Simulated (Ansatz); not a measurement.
AgAu:
```xyz
2
Lattice="1.4330 0.8274 4.7192 -1.4330 0.8274 4.7192 0.0000 -1.6547 4.7192" Properties=species:S:1:pos:R:3 pbc="T T T"
Ag     0.0000     0.0000     0.0000
Au     0.0000     0.0000     7.0787
```

Relaxed with PBEsol. Special points in fractions of this cell's reciprocal vectors: Γ (0.000, 0.000, 0.000); T (0.500, 0.500, 0.500); H2 (0.813, 0.187, 0.500); H0 (0.500, -0.187, 0.187); L (0.500, 0.000, 0.000); S0 (0.344, -0.344, 0.000); S2 (0.656, 0.000, 0.344); F (0.500, 0.000, 0.500).

### Question
List the band energies nearest the Fermi level at these points for PBEsol in the plane-wave PAW code Ansatz.

### Answer
In eV from the Fermi level; about four levels below and three above (degenerate sets whole), none deeper than 8.9 eV; … stands for higher levels left out; points with the same levels are listed once.

| k | below | above |
|---|---|---|
| Γ | -3.58 -3.58 -2.44 -2.44 -0.94 | 3.29 14.35 … |
| T | -3.69 -3.69 -3.01 -3.01 | 10.65 11.31 … |
| H2 | -3.78 -3.70 -2.83 -2.50 | 2.87 3.61 4.03 |
| L | -4.04 -3.53 -2.92 -1.87 | 0.70 1.19 5.65 |
| S0 | -3.85 -3.57 -2.91 -2.54 | 2.71 3.49 4.30 |
| F | -2.43 -2.15 -1.84 -0.86 | 1.15 3.18 6.63 |

Space group R-3m. The workflow started from a Materials Project entry (that database holds measured and hypothetical structures alike); the Crystallography Open Database copy checked does not list it. With Ag and Au taken as one species the cell has the higher symmetry Fm-3m, so it may be an ordered model of a mixed-site phase. Its standing as an ambient phase is unchecked. The PBEsol relaxation kept the symmetry of its start; whether a distortion lowers the energy is not shown. The run is not spin-polarised. Spin–orbit coupling is left out wherever it is not named.

Potentials: the later of the program's two PAW sets.
